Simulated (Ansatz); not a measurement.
SiC (4H polytype, P6_3mc), plane-wave PAW PBE (Ansatz code). The conduction-band minimum lies at M, with 3 equivalent valleys. Second derivatives d²E/dk² of the lowest band at one valley (eV·Å²), along Cartesian directions:

```csv
direction,d²E/dk²
[100],27.08
[010],13.36
[001],24.55
[110],20.23
[101],25.84
[011],18.94
```

Task: Find the principal effective masses, the density-of-states mass and the conductivity mass.

Result: Off-diagonal terms follow from H_xy = H[110] − (H_xx + H_yy)/2, and m*/mₑ = 7.620 eV·Å² over each eigenvalue: 0.28, 0.31, 0.57. One valley's DOS mass (m₁m₂m₃)^(1/3) = 0.37, conductivity mass 3/(Σ 1/mᵢ) = 0.35 mₑ.

Task: What effective density of states Nc follows at 300 K for parabolic valleys?

Result: Nc = 2.509e19 × 3 × (0.37)^(3/2) ≈ 1.7e19 cm⁻³.

The PBE relaxation kept the symmetry of its start.

Potentials: the earlier of the program's two PAW sets.

Edges and masses are those of Kohn–Sham bands, whose gap is no quasiparticle gap.
